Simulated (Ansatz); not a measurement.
TiS₂:
```yaml
crystal:
  lattice:
    - [5.90361, 0.00000, 0.00000]
    - [0.00000, 5.90361, 0.00000]
    - [0.00000, 0.00000, 3.40296]
  atoms:
    - { symbol: Ti, position: [0.00000, 0.00000, 0.00000] }
    - { symbol: Ti, position: [0.50000, 0.50000, 0.50000] }
    - { symbol: S, position: [0.30183, 0.30183, 0.00000] }
    - { symbol: S, position: [0.80183, 0.19817, 0.50000] }
    - { symbol: S, position: [0.19817, 0.80183, 0.50000] }
    - { symbol: S, position: [0.69817, 0.69817, 0.00000] }
```

Relaxed with PBE. Special points in fractions of this cell's reciprocal vectors: Γ (0.000, 0.000, 0.000); X (0.000, 0.500, 0.000); M (0.500, 0.500, 0.000); Z (0.000, 0.000, 0.500); R (0.000, 0.500, 0.500); A (0.500, 0.500, 0.500).

**Question.** List the band energies nearest the Fermi level at these points for the program Ansatz at the PBE level (PAW).

**Answer.** In eV from the Fermi level; about four levels below and three above (degenerate sets whole), none deeper than 8.9 eV; points with the same levels are listed once.

```
k                    below                above
-  -----------------------  -------------------
Γ  -0.19 -0.07 -0.01 -0.01  0.08 0.17 0.88 0.88
X  -0.88 -0.88 -0.68 -0.68  0.61 0.61 1.36 1.36
M  -0.61 -0.61 -0.01 -0.01  0.89 0.89 2.37 2.37
Z  -2.01 -2.01 -1.78 -1.78  1.31 1.31 1.68 1.68
R  -2.08 -2.08 -0.88 -0.88  0.31 0.31 1.69 1.69
A  -1.10 -1.10 -0.88 -0.88  1.00 1.00 1.39 1.39
```

Space group P4_2/mnm (rutile). A made-up cell: these elements were put on the sites of a structure type; neither database checked (COD, Materials Project) lists it. It is not the phase usual at ambient conditions (space group No. 164). The cell was relaxed with PBE under the symmetry of its start; its stability against distortions is not shown here. The run is not spin-polarised. A small band overlap can be real or an error of a semilocal functional.

Potentials: the later of the program's two PAW sets.
